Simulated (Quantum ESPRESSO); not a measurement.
# Planted mistakes on one cell of Zr2WO6F2

These are calculations, not measurements. They come from pw.x of Quantum ESPRESSO 7.5, a plane-wave density functional program, with PseudoDojo standard norm-conserving files (v0.5 for PBE, v0.4.1 for LDA and PBEsol). The cells are made up: elements, strain and atom displacements were drawn at random, and nothing was relaxed. There is no spin polarisation, spin-orbit coupling or dispersion term.

The cell has 12 sites of a rutile lattice (two cells along c). Sites 1 to 4 hold Zr W Zr empty; sites 5 to 12 hold O F F O O O O O. Cell vectors in Å: (4.955, 0.036, -0.002); (0.036, 4.795, 0.028); (-0.003, 0.037, 6.413). Settings: PBE, cutoff 1143 eV, 5 x 5 x 4 k mesh shifted by half a step, Fermi-Dirac smearing of 0.025 eV.

The intended run has a self-consistency threshold of 1e-07 eV, a smearing term of 0.000 eV, a pressure of -11.05 GPa and 18 iterations. Each further run changes one thing: all lengths scaled by 0.9876; atoms of sites 6 and 10 exchanged; cutoff 619 eV; files of PBEsol; k mesh 1 x 1 x 1; one electron removed; smearing 0.55 eV; threshold 0.06 eV. A coarse mesh keeps the shift, and a charged cell sits in a uniform background.

```
run  change of free energy (eV)  smearing term -TS (eV)  change of P (GPa)  largest change of a force component (eV/Å)  iterations
  A                      -0.294                   0.000               5.39                                       0.354          19
  B                      11.720                   0.000             -51.55                                       0.112          20
  C                      -0.375                   0.000              -0.20                                       8.876          18
  D                      -6.707                  -0.021             -13.41                                       1.812          23
  E                       0.694                   0.000               1.17                                       0.913          20
  F                       0.037                   0.000               0.01                                       0.139           9
  G                      -1.438                  -3.485               3.28                                       1.697          19
  H                      15.941                   0.000              -4.85                                       0.215          18
```

A rerun of the intended cell at 1467 eV and k mesh 7 x 7 x 6 moved values by no more than 0.005 eV in the cell's energy, 0.02 GPa in stress and 0.003 eV/Å in force.

Question: which change belongs to which run?

## Worked reading

Run F has the fewest iterations, as a run stopped early does. Run G has the largest smearing term, as wide smearing gives. Run B has a higher energy and the largest fall in pressure, as too small a basis gives. Run A changes the volume by a factor of 0.9633; minus its pressure change over the logarithm of that factor, 144 GPa, is a rough bulk modulus with clamped atoms. Energies from files of another functional, or of a charged cell, have another zero and say nothing on stability; the pressure of a charged cell rests on the program's zero of potential too.

## Key

```
run                             change
  A       all lengths scaled by 0.9876
  B                      cutoff 619 eV
  C  atoms of sites 6 and 10 exchanged
  D               one electron removed
  E                   k mesh 1 x 1 x 1
  F                  threshold 0.06 eV
  G                   smearing 0.55 eV
  H                    files of PBEsol
```